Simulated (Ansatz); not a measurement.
Starting cell, PbS (rock salt):

```
PbS
1.0
    0.00000     6.00891     6.00891
    3.00445     0.00000     3.00445
    3.00445     3.00445     0.00000
S Pb
2 2
Cartesian
  0.00000   0.00000   0.00000
  0.00000   3.00445   3.00445
  3.00445   3.00445   3.00445
  3.00445   6.00891   6.00891
```

In this cell atom 2 (S, nearest neighbour Pb at 3.004 Å; its periodic images, 4.2 Å or more away, move with it) is moved by u·(1.000, 0.000, 0.000) + v·(0.000, 0.000, 1.000); the rest is frozen.

Computed with PBE (plane waves to 420 eV, PAW, scalar-relativistic; Ansatz, an electronic-structure program). k mesh 4×8×8 (Γ-centred), Fermi-Dirac smearing 0.05 eV. Energies are smeared free energies. As the smearing reaches across the gap at some points, energies and forces of such displacements shift with the k mesh and the smearing. PbS was relaxed with its symmetry unable to fall. Spin-orbit coupling is left out, though Pb is heavy. The last digit holds for this mesh only.

Changes of ΔE (eV/cell) from the point u = 0.000 Å, v = 0.000 Å when one coordinate moves alone (two changes are said to add if the coupling is within 5 % of the smaller one, nearly so within 20 %):

```tsv
point	change
u = 0.000 Å, v = -0.990 Å	3.5493
u = 0.000 Å, v = -0.495 Å	0.4103
u = -0.990 Å, v = 0.000 Å	3.5493
u = -0.495 Å, v = 0.000 Å	0.4103
u = 0.495 Å, v = 0.000 Å	0.4103
u = 0.990 Å, v = 0.000 Å	3.5493
u = 0.000 Å, v = 0.495 Å	0.4103
u = 0.000 Å, v = 0.990 Å	3.5493
```

Task: What is the change at u = 0.495 Å, v = 0.495 Å, where both move, and how far is it from the sum?

Result: The sum of the single changes is 0.4103 + (0.4103) = 0.8206; the calculation gives 0.6258, so the coupling contributes -0.1948 (over 20 % of the smaller single change, not additive).

Task: What is the change at u = 0.990 Å, v = -0.990 Å, where both move, and how far is it from the sum?

Result: The sum of the single changes is 3.5493 + (3.5493) = 7.0986; the calculation gives 3.9742, so the coupling contributes -3.1244 (over 20 % of the smaller single change, not additive).

Task: Do the two effects add at u = 0.495 Å, v = -0.990 Å? Give the computed change.

Result: The sum of the single changes is 0.4103 + (3.5493) = 3.9596; the calculation gives 3.3734, so the coupling contributes -0.5862 (over 20 % of the smaller single change, not additive).

(For displaced atoms, the force is minus the slope of the energy, and its curvature is a force constant, which sets phonon frequencies.)
